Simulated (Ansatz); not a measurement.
Here is the system:

Si2W:
```
Si2W
1.0
    4.57659     0.00000     0.00000
   -2.28829     3.96344     0.00000
    0.00000     0.00000     6.60374
Si W
6 3
Direct
  0.83619   0.67238   0.50000
  0.16381   0.83619   0.83333
  0.32762   0.16381   0.16667
  0.16381   0.32762   0.50000
  0.83619   0.16381   0.83333
  0.67238   0.83619   0.16667
  0.00000   0.50000   0.16667
  0.50000   0.00000   0.50000
  0.50000   0.50000   0.83333
```

This is the PBEsol-relaxed structure. x, y and z are the axes in which the lattice vectors are written.

Task: All from plane-wave PAW PBEsol (Ansatz code), unless another level is named. Estimate the bulk modulus (Birch–Murnaghan fit).

Result: 234 GPa.

Task: Give the elastic constants (relaxed ions, GPa).

Result: C11 = 452, C12 = 86.9, C13 = 149, C33 = 441, C44 = 145.

Task: Predict the highest zone-centre frequency.

Result: 419 cm^-1.

Space group P6_222. The workflow started from a Materials Project entry (that database holds measured and hypothetical structures alike); the Crystallography Open Database copy checked does not list it. It is not the phase usual at ambient conditions (space group No. 139). The PBEsol relaxation kept the symmetry of its start; whether a distortion lowers the energy is not shown. No spin polarisation was allowed. As this level gives no gap, shear constants depend on the k-mesh and smearing (Fermi–Dirac, 0.1 eV here). As this level gives no gap, phonon frequencies hold no LO–TO term and depend on the k-mesh and smearing (Fermi–Dirac, 0.1 eV here). Spin–orbit coupling is left out wherever it is not named.

Potentials: the earlier of the program's two PAW sets. The files were generated under PBE; for other functionals the program regenerates the frozen cores, and for LDA and PBEsol the local potential too.
